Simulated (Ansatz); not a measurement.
**Replacing Sc by Na in ScTl**

```
Tl Sc
1.0
     0.00000    3.75589    3.75589
     3.75589    0.00000    3.75589
     3.75589    3.75589    0.00000
Tl Sc
2 2
Direct
  0.50000 0.50000 0.50000
  0.75000 0.75000 0.75000
  0.00000 0.00000 0.00000
  0.25000 0.25000 0.25000
```

All energies were calculated with Ansatz 0.2.0 (r2SCAN; 500 eV; 8×8×8 Γ-centred mesh; fermi-dirac occupations of width 0.100 eV). Spin: none. Single points at fixed atoms.

Now every Sc is replaced by Na on the same fractional sites, and the cell goes from 26.49 to 26.18 Å³ an atom (a = 5.290 Å, b = 5.290 Å, c = 5.290 Å, α = 60.00°, β = 60.00°, γ = 60.00°; 8×8×8 Γ-centred mesh, fermi-dirac occupations of width 0.100 eV).

**Question.** What changes?

**Answer.** The runs give:

| quantity | ScTl | NaTl |
| --- | --- | --- |
| pressure (GPa) | -2.0 | 0.1 |
| formation energy (eV/atom) | – | -0.165 |

Mean Bader charges in e: Sc +0.89 becomes Na +0.78; Tl -0.89 → -0.78. Na is less electronegative than Sc (Pauling 0.93 against 1.36); its site ends 0.11 e more negative, though valence and size count here beside electronegativity; the Tl atoms balance it. Neither shows a clear gap on its mesh.

Origins: ScTl, a known structure type with other elements put in, at an estimated volume; NaTl, a database entry at a slightly scaled volume. An invented cell need not be a known compound.

Caveats: atoms and cells are not relaxed; pressure is positive in compression; a dash marks a value that doesn't apply or isn't given.
